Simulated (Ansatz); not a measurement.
# Trends among crystals of one structure type (Fm-3m)

All 4 crystals share space group Fm-3m (No. 225) and the same kinds of sites, 1 atom in the primitive cell. They are database entries and needn't be the stable phases. The set is a selection: crystals with a Fermi surface that the mesh didn't resolve were left out. Cells are relaxed by PAW under the functional.

Quantity: Fermi-surface sums. Level: PBEsol, all-electron LAPW in Ansatz 0.2.0, scalar-relativistic.

```tsv
crystal	cell (conventional)	fine k mesh	smearing (eV)
Ag	a = 4.054 Å	24×24×24	0.10
Au	a = 4.083 Å	24×24×24	0.05
Cu	a = 3.564 Å	28×28×28	0.08
Ir	a = 3.831 Å	24×24×24	0.05
```

Question: Rank them by Fermi speed, lowest first.
A. Ag
B. Au
C. Ir
D. Cu

Answer: C (0.81×10⁶ m/s), D (1.09×10⁶ m/s), B (1.35×10⁶ m/s), A (1.43×10⁶ m/s).

All values:

```json
{"crystal": "Ag", "N(E_F) (states/eV/atom)": "0.26", "ħω_p (r.m.s. of x, y, z) (eV)": "9.2", "Fermi speed (10⁶ m/s)": "1.43"}
{"crystal": "Au", "N(E_F) (states/eV/atom)": "0.28", "ħω_p (r.m.s. of x, y, z) (eV)": "9.0", "Fermi speed (10⁶ m/s)": "1.35"}
{"crystal": "Cu", "N(E_F) (states/eV/atom)": "0.30", "ħω_p (r.m.s. of x, y, z) (eV)": "9.1", "Fermi speed (10⁶ m/s)": "1.09"}
{"crystal": "Ir", "N(E_F) (states/eV/atom)": "0.87", "ħω_p (r.m.s. of x, y, z) (eV)": "10.8", "Fermi speed (10⁶ m/s)": "0.81"}
```

Keep in mind: these sums move with the mesh, by several per cent and more for small sheets; no spin-orbit coupling on heavy atoms (Au, Ir).
